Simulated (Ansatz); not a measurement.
NiMoP (space group P-62m)

```
CELL_PARAMETERS angstrom
      5.79417     0.00000     0.00000
     -2.89709     5.01790     0.00000
      0.00000     0.00000     3.70808
ATOMIC_POSITIONS crystal
  Ni 0.74966 0.74966 0.00000
  Ni 0.00000 0.25034 0.00000
  Ni 0.25034 0.00000 0.00000
  Mo 0.00000 0.58530 0.50000
  Mo 0.58530 0.00000 0.50000
  Mo 0.41470 0.41470 0.50000
  P  0.00000 0.00000 0.50000
  P  0.66667 0.33333 0.00000
  P  0.33333 0.66667 0.00000
```

E(V) scan at fixed shape, V₀ the volume above. The atoms relax within the cell's symmetry.

The numbers are results of PBEsol (plane waves to 420 eV, PAW, scalar-relativistic; Ansatz, an electronic-structure program), not measurements. k mesh 9×9×13 (Γ-centred), Fermi-Dirac smearing 0.05 eV. Energies are smeared free energies. Stress and pressure are positive under compression. With the shape held, the modulus is that of even scaling; a crystal free to change shape is softer. NiMoP is run without spin polarisation. NiMoP was relaxed with its symmetry unable to fall. The zero of ΔE is the relaxed starting cell. The last digit holds for this mesh only.

```json
[
 {"V (Å³/atom)": "11.260", "ΔE (meV/atom)": "40.2"},
 {"V (Å³/atom)": "11.440", "ΔE (meV/atom)": "21.9"},
 {"V (Å³/atom)": "11.620", "ΔE (meV/atom)": "withheld"},
 {"V (Å³/atom)": "11.799", "ΔE (meV/atom)": "2.3"},
 {"V (Å³/atom)": "11.979", "ΔE (meV/atom)": "0.0"},
 {"V (Å³/atom)": "12.159", "ΔE (meV/atom)": "2.2"},
 {"V (Å³/atom)": "12.338", "ΔE (meV/atom)": "8.5"},
 {"V (Å³/atom)": "12.518", "ΔE (meV/atom)": "18.5"},
 {"V (Å³/atom)": "12.698", "ΔE (meV/atom)": "32.0"}
]
```

**Question.** Fit a third-order Birch-Murnaghan form (E₀, V₀, B₀, B₀′ free) to the given rows and predict ΔE at V = 11.620.

**Answer.** Least squares on the 8 given rows: ΔE = E₀ + (9V₀B₀/16)·y²·[2 + (B₀′ − 4)y], y = (V₀/V)^(2/3) − 1, with V₀ = 11.978 Å³/atom, B₀ = 265.3 GPa (160.2 GPa = 1 eV/Å³; the term in eV is multiplied by 1000), B₀′ = 4.84, E₀ = 0.01 meV/atom; root-mean-square residual 0.01 meV/atom. At 11.620 the fit gives 9.4 meV/atom; the calculation gives 9.5 meV/atom, so the interpolation is off by -0.1 (-1.1 %). For the pressure the fit gives 8.7 GPa against the computed 8.7 GPa.

(A scan under strain: stresses follow from slopes of the energy per volume, elastic moduli from its curvatures.)
